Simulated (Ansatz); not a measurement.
Does relaxation matter for the field gradients of AlN with La replacing Al?

Start: a supercell of AlN (wurtzite type, P6_3mc) built from a COD entry (the entry's cell lengths or inner coordinates differ somewhat from later room-temperature determinations), with all atoms left at the host's positions.

Space group P3m1 (No. 156); a = 6.2260, c = 9.9620 Å, γ = 120.00°.

| site | Wyckoff | site symmetry | x | y | z |
| --- | --- | --- | --- | --- | --- |
| La | 1a | 3m. | 0.0000 | 0.0000 | 0.0000 |
| Al2 | 1a | 3m. | 0.0000 | 0.0000 | 0.5000 |
| Al3 | 3d | .m. | 0.0000 | 0.5000 | 0.0000 |
| Al4 | 3d | .m. | 0.0000 | 0.5000 | 0.5000 |
| Al9 | 3d | .m. | 0.1667 | 0.8333 | 0.2500 |
| Al10 | 3d | .m. | 0.1667 | 0.8333 | 0.7500 |
| Al15 | 1c | 3m. | 0.6667 | 0.3333 | 0.2500 |
| Al16 | 1c | 3m. | 0.6667 | 0.3333 | 0.7500 |
| N17 | 1a | 3m. | 0.0000 | 0.0000 | 0.1900 |
| N18 | 1a | 3m. | 0.0000 | 0.0000 | 0.6900 |
| N19 | 3d | .m. | 0.0000 | 0.5000 | 0.1900 |
| N20 | 3d | .m. | 0.0000 | 0.5000 | 0.6900 |
| N25 | 3d | .m. | 0.1667 | 0.8333 | 0.4400 |
| N26 | 3d | .m. | 0.1667 | 0.8333 | 0.9400 |
| N31 | 1c | 3m. | 0.6667 | 0.3333 | 0.4400 |
| N32 | 1c | 3m. | 0.6667 | 0.3333 | 0.9400 |

One atom of each set is listed.

Computed with Ansatz: DFT, PBE, plane waves and PAW, scalar-relativistic, 420 eV cutoff, Γ-centred 4×4×2 k-points, Fermi–Dirac smearing 0.01 eV.

The largest force at the start is 12 eV/Å. Relaxing the ions at fixed cell moves them by 0.568 Å at most (atom 17, N) and 0.152 Å rms.

```tsv
site	moved (Å)	first shell before	first shell after	V_zz before (10²¹ V/m²)	η before
La	0.144	4 N at 1.89 Å	4 N at 2.19–2.32 Å	-5.74	0.00
Al2	0.120	4 N at 1.89 Å	5 N at 1.90–2.40 Å	0.40	0.00
Al3	0.080	4 N at 1.89 Å	4 N at 1.82–1.94 Å	-0.60	0.22
Al4	0.035	4 N at 1.89 Å	4 N at 1.85–1.90 Å	0.21	0.11
Al9	0.143	4 N at 1.89 Å	4 N at 1.86–1.91 Å	-0.17	0.04
N17	0.568	1 La at 1.89 Å, 3 Al at 1.89 Å	4 Al at 1.86–2.40 Å, 1 La at 2.32 Å	-2.88	0.00
N19	0.032	4 Al at 1.89 Å	4 Al at 1.90–1.94 Å	0.38	0.25
N20	0.047	4 Al at 1.89 Å	4 Al at 1.85–1.88 Å	-0.29	0.24
N25	0.111	4 Al at 1.89 Å	4 Al at 1.86–1.90 Å	-0.24	0.37
N26	0.257	3 Al at 1.89 Å, 1 La at 1.89 Å	3 Al at 1.82–1.85 Å, 1 La at 2.19 Å	-2.98	0.08
```

**Question.** How do the gradients change?

**Answer.** 

```tsv
site	V_zz after	η after	change of V_zz
La	-19.68	0.00	-13.94
Al2	1.66	0.00	+1.26
Al3	2.10	0.39	–
Al4	-0.31	0.28	-0.52
Al9	-1.30	0.63	-1.13
N17	-3.35	0.00	-0.47
N19	-0.84	0.26	–
N20	-0.75	0.43	-0.46
N25	-1.57	0.05	-1.33
N26	-3.55	0.06	-0.57
```

The largest change of V_zz along a kept axis is on La, from -5.74 to -19.68. Small gradients that grow severalfold: Al2 (0.40 to 1.66), N25 (-0.24 to -1.57), Al9 (-0.17 to -1.30). Where |V_zz| stays above 0.1 and the axes keep their order, η moves most on Al9, from 0.04 to 0.63. On N20, Al4 V_xx and V_yy change places (or their axes turn by over 50°), so the two values of η hide a larger change. V_zz changes sign on Al4 (axis turned by 23°). On Al3, N19 the largest principal value lies along another axis in the second run, so the two V_zz can't be compared directly. The table leaves out 6 of the 16 sites, with |V_zz| up to 0.99; their tensors move by 0.67 at most along any direction. The statements above cover all sites. The host's own positions weren't relaxed first, so part of the change far from the defect can be the host's relaxation.

The defect repeats with the cell of 32 atoms, so it feels its images: sites between two images don't show the values beside a lone defect, and zeros or small values of η there can come from the images' arrangement. Al and N carry a gradient in the pure host already, so the values there aren't the defect's effect alone. Without spin–orbit coupling (the program notes it for La) the gradients are little affected as a rule: paired runs on crystals with a gap mostly move them by under 2 % at such atoms.
Before: The cell keeps the host's lattice, where the PBE pressure is 21 GPa. The neighbours have not yet relaxed around the defect (largest force 12 eV/Å), so the values at and beside it are those of a strained start, not of the defect in a real crystal.
After: The relaxation keeps the site symmetry 3m of the start, so the impurity can move only along its axis; a start off the site could end lower. The cell keeps the host's lattice, where the PBE pressure is 15 GPa.
